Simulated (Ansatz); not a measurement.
Here is an unrelaxed guess for RbYSi2.

```cif
data_structure
_symmetry_space_group_name_H-M 'P4/mmm'
_symmetry_Int_Tables_number 123
_cell_length_a 4.1774
_cell_length_b 4.1774
_cell_length_c 4.4622
_cell_angle_alpha 90.000
_cell_angle_beta 90.000
_cell_angle_gamma 90.000
_cell_volume 77.87
loop_
_atom_site_label
_atom_site_type_symbol
_atom_site_symmetry_multiplicity
_atom_site_Wyckoff_symbol
_atom_site_fract_x
_atom_site_fract_y
_atom_site_fract_z
_atom_site_occupancy
Rb1 Rb 1 b 0.00000 0.00000 0.50000 1
Y1 Y 1 a 0.00000 0.00000 0.00000 1
Si1 Si 2 h 0.50000 0.50000 0.74651 1
```

Method: Ansatz 0.2.0, DFT PBE, scalar-relativistic, plane waves, PAW. Settings: cutoff 420 eV, Γ-centred mesh 4×4×4 on the computed 4-atom cell, Gaussian smearing of 0.10 eV; no spin polarisation.

Energies over the elements count from the elements' standard structures at the same level, with no fitted energy shifts.

**Question.** What does a single point on this coarse mesh give?

**Answer.** The pressure is 32.0 GPa (the mean over three directions, positive in compression), the largest force is 1.11 eV/Å, and the energy is +1.57 eV/atom against the elements. The shortest distance is 2.20 Å.

**Question.** How much does it gain on relaxing, and where does it end?

**Answer.** Relaxing gains about 1.8 eV/atom (the start's value is from the coarse mesh, so the gain is rough) in 24 ionic steps and ends at −0.27 eV/atom on the finer mesh. The symmetry stays P4/mmm (No. 123). The volume per atom grows by 47.4 %, from 19.5 to 28.7 Å³. The shortest distance goes from 2.20 Å (Si–Si) to 2.33 Å (Si–Si). The ratio c/a of the conventional cell changes by a factor of 1.83. Conventional cell: a = 3.887 Å, c = 7.594 Å. Around Rb lie 2 Y at 3.80 Å, 8 Si at 3.80 Å and 4 Rb at 3.89 Å; Y has 8 Si at 2.99 Å, 2 Rb at 3.80 Å and 4 Y at 3.89 Å; Si is surrounded by 1 Si at 2.33 Å, 4 Y at 2.99 Å and 4 Rb at 3.80 Å.

The last run used a 12×12×6 mesh (in the run's order of axes) for its 4-atom cell and Gaussian smearing of 0.10 eV. The relaxation can't lower the symmetry of the start. Symmetry constrained the relaxation, so the result can be a saddle point.
